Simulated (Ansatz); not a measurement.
## Mg2Sc3CrS8 — coordination and S-33 quadrupole coupling

Cell: a Materials Project structure (computed, not necessarily an observed phase).

Space group R-3m:H (No. 166); a = 7.4915, c = 18.2246 Å, γ = 120.00°.

| site | Wyckoff | site symmetry | x | y | z |
| --- | --- | --- | --- | --- | --- |
| Mg | 6c | 3m | 0.0000 | 0.0000 | 0.1254 |
| Sc | 9e | .2/m | 0.6667 | 0.8333 | 0.3333 |
| Cr | 3b | -3m | 0.0000 | 0.0000 | 0.5000 |
| S7 | 18h | .m | 0.3040 | 0.1520 | 0.4183 |
| S9 | 6c | 3m | 0.0000 | 0.0000 | 0.7422 |

One atom of each set is listed; the run and its k-mesh use a cell of 14 atoms with edges of 7.46, 7.46, 7.46 Å.

Method: Kohn–Sham DFT in Ansatz, r2SCAN, plane waves and PAW, scalar-relativistic, collinear spin, 500 eV cutoff, Γ-centred 5×5×5 k-points, Fermi–Dirac smearing 0.02 eV. Start moments as typed (μB): 3 on each Cr, none on the rest.

Q(S-33) = -69.40 mb.

**Question.** Rank these S sites by |C_Q|, smallest first.
A. S7: 1 Mg at 2.47 Å, 1 Cr at 2.47 Å, 2 Sc at 2.59 Å
B. S9: 1 Mg at 2.41 Å, 3 Sc at 2.56 Å

**Answer.** B (2.16 MHz, η = 0.00), A (8.02 MHz, η = 0.44).

An axis of threefold or higher order runs through S9, so V_zz lies along it and η is zero. Like point charges on the first shell alone (each adding as 1/d³) would put S9 above S7: the kind of neighbour, the covalent part of each bond and the atoms beyond the first shell count as well.

The program didn't check the stability of this electronic state in full, so a lower one may lie near. All moments are parallel here, as the start or the cell imposes; many such compounds order antiparallel, where fields and spin densities carried over to other atoms largely cancel. The magnetic order is the one that the run reached from its start moments, not necessarily the measured one.
